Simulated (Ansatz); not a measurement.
SiTe2:
```
SiTe2
1.0
    1.87119     1.08033     6.60139
   -1.87119     1.08033     6.60139
    0.00000    -2.16067     6.60139
Si Te
1 2
Cartesian
  0.00000   0.00000   0.00000
  0.00000   0.00000   4.96753
  0.00000   0.00000  14.83664
```

Relaxed with PBE+D3(BJ). Special points in fractions of this cell's reciprocal vectors: Γ (0.000, 0.000, 0.000); T (0.500, 0.500, 0.500); H2 (0.815, 0.185, 0.500); H0 (0.500, -0.185, 0.185); L (0.500, 0.000, 0.000); S0 (0.342, -0.342, 0.000); S2 (0.658, 0.000, 0.342); F (0.500, 0.000, 0.500).

Problem. List the band energies nearest the Fermi level at these points for PBE+D3(BJ) (plane waves, PAW; program Ansatz).

Solution. In eV from the Fermi level; about four levels below and three above (degenerate sets whole), none deeper than 8.9 eV; points with the same levels are listed once.

```csv
k,below,above
Γ,-6.94 -0.67 -0.43 -0.43,0.03 0.03 1.15
T,-5.58 -3.13 -0.54 -0.54,0.18 0.18 2.23
H2,-4.44 -4.16 -1.66 -1.50,0.53 2.85 4.95
L,-2.65 -2.38 -0.74 -0.06,2.39 4.52 4.91
S0,-4.70 -4.16 -1.74 -1.49,0.58 3.43 3.98
F,-2.79 -1.18 -0.55 -0.33,2.99 3.32 3.57
```

Space group R-3m. The cell is a constructed one: a structure type filled with these elements; neither database checked (COD, Materials Project) lists it. COD files the formula under space group No. 164. Whether it is the stable phase at ambient conditions was not checked. The cell was relaxed with PBE+D3(BJ) under the symmetry of its start; its stability against distortions is not shown here. Scalar-relativistic: spin–orbit coupling is off unless named, which matters more the heavier the elements.

Potentials: the earlier of the program's two PAW sets.
